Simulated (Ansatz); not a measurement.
Relaxed-ion elastic tensor of Al2Cu (fluorite or antifluorite type, Fm-3m) in GPa (Voigt order), PBEsol (plane waves, PAW; program Ansatz); density 4.16 g/cm³, 15.65 Å³ per atom.

```tsv
	1	2	3	4	5	6
1	188	55.3	70.3	0.0	0.0	0.0
2	55.3	188	70.3	0.0	0.0	0.0
3	70.3	70.3	174	0.0	0.0	0.0
4	0.0	0.0	0.0	66.5	0.0	0.0
5	0.0	0.0	0.0	0.0	66.5	0.0
6	0.0	0.0	0.0	0.0	0.0	51.5
```

### Question
Is the crystal mechanically stable?

### Answer
Yes: the smallest eigenvalue of C is 51.5 GPa.

### Question
Work out the Voigt, Reuss and Hill averages.

### Answer
K_V = 105, K_R = 105, K_H = 105; G_V = 60.5, G_R = 59.6, G_H = 60.0 GPa.

### Question
Give Young's modulus, Poisson's ratio, Pugh's ratio and the universal anisotropy index.

### Answer
E = 9KG/(3K + G) = 151 GPa; ν = 0.26; K/G = 1.74 (near the Pugh limit of 1.75, no verdict); A_U = 5G_V/G_R + K_V/K_R − 6 = 0.08.

### Question
Estimate the sound speeds and the Debye temperature.

### Answer
v_l = √((K + 4G/3)/ρ) = 6670 m/s, v_t = √(G/ρ) = 3800 m/s, mean 4220 m/s; Θ = (h/k)(3n/4πV)^(1/3) v_m = 503 K.

The first step of the workflow began from a Materials Project structure, measured or hypothetical; the Crystallography Open Database copy checked does not list it. It is not the phase usual at ambient conditions (space group No. 140). The cell was relaxed with PBEsol under the symmetry of its start; of distortions, only those at the zone centre were tested. No spin polarisation was allowed. As this level gives no gap, shear constants depend on the k-mesh and smearing (Fermi–Dirac, 0.1 eV here).

Potentials: the later of the program's two PAW sets.
